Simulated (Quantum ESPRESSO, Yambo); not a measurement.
KCaF₃ (cubic perovskite, space group Pm-3m, No. 221): one geometry, one set of PBEsol (Quantum ESPRESSO, PseudoDojo norm-conserving, 84 Ry, no spin-orbit coupling) orbitals, self-energies from Yambo (4×4×4 Γ-centred k mesh, 133 bands and a 7 Ry block in the screening, 133 bands in G with the Bruneval-Gonze terminator, plasmon pole fitted at 27.2 eV).

```json
[
 {"level": "PBEsol (Quantum ESPRESSO)", "gap R → Γ (eV)": "6.06", "direct gap at Γ (eV)": "6.24"},
 {"level": "exchange only (Hartree-Fock self-energy on PBEsol orbitals)", "gap R → Γ (eV)": "(withheld)", "direct gap at Γ (eV)": "(withheld)"},
 {"level": "static COHSEX@PBEsol", "gap R → Γ (eV)": "10.94", "direct gap at Γ (eV)": "11.13"},
 {"level": "G0W0@PBEsol, plasmon pole", "gap R → Γ (eV)": "9.74", "direct gap at Γ (eV)": "9.91"},
 {"level": "G0W0@PBEsol, multipole fit to 8 frequencies, no terminator", "gap R → Γ (eV)": "(withheld)", "direct gap at Γ (eV)": "(withheld)"},
 {"level": "G0W0@PBEsol, plasmon pole, no terminator", "gap R → Γ (eV)": "9.63", "direct gap at Γ (eV)": "9.79"}
]
```

Question: Fill in the missing entries.

Answer: 
- exchange only (Hartree-Fock self-energy on PBEsol orbitals), gap R → Γ (eV): 17.99
- exchange only (Hartree-Fock self-energy on PBEsol orbitals), direct gap at Γ (eV): 18.12
- G0W0@PBEsol, multipole fit to 8 frequencies, no terminator, gap R → Γ (eV): 9.55
- G0W0@PBEsol, multipole fit to 8 frequencies, no terminator, direct gap at Γ (eV): 9.72

Bare exchange has no screening and gives the widest gap; static COHSEX screens it but leaves out the frequency dependence, which G0W0 restores.

Nearest settings tried, and what they do to the gap: 65 bands in W: +131 meV; 6 Ry block (171 vectors against 203): +11 meV. Not varied: bands in G, mesh. So the settings aren't converged at that level.

Geometry of the Materials Project entry, not relaxed at this level; primitive cell a = b = c = 4.4817 Å, α = β = γ = 90.00°.

The structure is a Materials Project entry; no match was found in the copy of COD used, and its stability was not checked.
